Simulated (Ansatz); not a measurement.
In r²SCAN (plane waves, PAW; program Ansatz), V in the simple rhombohedral structure (R-3m) relaxes to a = 4.362 Å, c = 2.415 Å.

Electronic character: metallic (no gap). The magnetic state found is non-magnetic (starting moments vanished).

The bulk modulus is 192 GPa.

The start of the workflow was typed in or built on a structure type; neither database checked (COD, Materials Project) lists it. It is not the phase usual at ambient conditions (space group No. 229). The cell was relaxed with r²SCAN under the symmetry of its start; its stability against distortions is not shown here. The workflow began spin-polarised and lost its moments. The cell computed holds one magnetic atom, so no antiferromagnetic order was within reach. The volume moved by 25 % from the start of the relaxation. Axis ratios of metals converge slowly with the k-mesh, so a and c are less sure than the volume.

Potentials: the later of the program's two PAW sets.
